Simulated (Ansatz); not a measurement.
# Mg₂Cd₃Te₅ (R3m) at 2 levels of theory

One geometry, relaxed with PBE; plane waves with PAW potentials in Ansatz, scalar-relativistic. No spin polarisation. Gaps are the least over mesh and band path; pressure is positive in compression.

Space group R3m:H (No. 160). a = 4.654 Å, b = 4.654 Å, c = 56.816 Å, α = 90.00°, β = 90.00°, γ = 120.00°
```
atom  site  symmetry       x       y       z
  Mg    3a        3m  0.6667  0.3333  0.3332
  Mg    3a        3m  0.6667  0.3333  0.1328
  Cd    3a        3m  0.3333  0.6667  0.2672
  Cd    3a        3m  0.0000  0.0000  0.1997
  Cd    3a        3m  0.3333  0.6667  0.0668
  Te    3a        3m  0.3333  0.6667  0.3177
  Te    3a        3m  0.0000  0.0000  0.2500
  Te    3a        3m  0.6667  0.3333  0.1825
  Te    3a        3m  0.3333  0.6667  0.1173
  Te    3a        3m  0.0000  0.0000  0.0495
```

| level | cutoff (eV) | k mesh | gap (eV) | pressure (GPa) |
| --- | --- | --- | --- | --- |
| PBE | 420 | 6×6×6 | 1.07 | 0.0 |

Problem. What comes out on the same cell with LDA?

Solution.
```csv
level,cutoff (eV),k mesh,gap (eV),pressure (GPa)
LDA,420,6×6×6,0.83,-3.0
```

Spin-orbit coupling matters for the bands of heavy elements and is left out.

It was reached by relaxing an invented guess, and it needn't be the stable form of this composition.
